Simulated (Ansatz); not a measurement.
NaI (rock salt)

```
NaI
1.0
    0.00000     3.23007     3.23007
    3.23007     0.00000     3.23007
    3.23007     3.23007     0.00000
I Na
1 1
Direct
  0.00000   0.00000   0.00000
  0.50000   0.50000   0.50000
```

The slice is a {100} plane (indices of the conventional cell) through the point (0.000, 0.000, 0.000) (fractional), spanned by u = [100] and v = [0 1 -1] in vectors of this cell: u (4.57 Å) and v (4.57 Å, at 90° to u). It covers one period; positions are fractions (u, v).

All values below come from r2SCAN (plane waves to 500 eV, PAW, scalar-relativistic; Ansatz, a quantum-chemistry and plane-wave program). k mesh 9×9×9. Near the nuclei the fields are pseudised (PAW); where an atom keeps semicore shells as valence, they peak there. NaI was relaxed with its symmetry unable to fall. Spin-orbit coupling is left out, though I is heavy.

Task: What is the valence density on the shortest I–Na line in this plane (3.23 Å), at its minimum between the atoms?

Result: 0.06 e/Å³.

Task: The ELF has a maximum in the middle third of the I–Na line. Where, and how high?

Result: 0.81, 1.4 Å from I.

Task: What is the ELF at the density minimum of the shortest I–Na line in this plane (3.23 Å)?

Result: 0.02.

Task: Predict the map of the electrostatic potential energy of an electron, from the cell's mean on the slice.

Result: 
```
|xxxxxxx0036899999999986300xxxxxx|
|xxxxxxx0047899999999987400xxxxxx|
|xxxxxxx0157899999999987510xxxxxx|
|xxxxxx003678889888988876300xxxxx|
|xxxxx00146788888888888764100xxxx|
|xxxx0004677777777777777764000xxx|
|x0000145677776666666777765410000|
|00013466777665544455667776643100|
|3345667776654322x223456677766543|
|6677777776542xxxxxxx245677777776|
|888888776542xxxxxxxxx24567788888|
|99998877642xxxxxxxxxxx2467788999|
|9999887653xxxxxxxxxxxxx356788999|
|9999987652xxxxxxxxxxxxx256789999|
|9999887642xxxxxxxxxxxxx246788999|
|999988764xxxxxxxxxxxxxxx46788999|
|9999887642xxxxxxxxxxxxx246788999|
|9999987652xxxxxxxxxxxxx256789999|
|9999887653xxxxxxxxxxxxx356788999|
|99998877642xxxxxxxxxxx2467788999|
|888888776542xxxxxxxxx24567788888|
|6677777776542xxxxxxx245677777776|
|3345667776654322x223456677766543|
|00013466777665544455667776643100|
|x0000145677776666666777765410000|
|xxxx0004677777777777777764000xxx|
|xxxxx00146788888888888764100xxxx|
|xxxxxx003678889888988876300xxxxx|
|xxxxxxx0157899999999987510xxxxxx|
|xxxxxxx0047899999999987400xxxxxx|
|xxxxxxx0036899999999986300xxxxxx|
|xxxxxxxx03689999999998630xxxxxxx|
```
Scale: ten equal steps from -4.00 (start of '0') to 4.19 (end of '9'), in the order '0123456789'. Values: electrostatic potential energy of an electron, from the cell's mean, in eV. The map has 32 points along u (one character each, u = 0 at the left) and 32 along v (v = 0 in the bottom row). Points within 1 Å of a nucleus are blanked (x), as the pseudised field means little there. Values under -4 eV are set to -4. The zero, the cell's mean, hangs on the PAW cores.
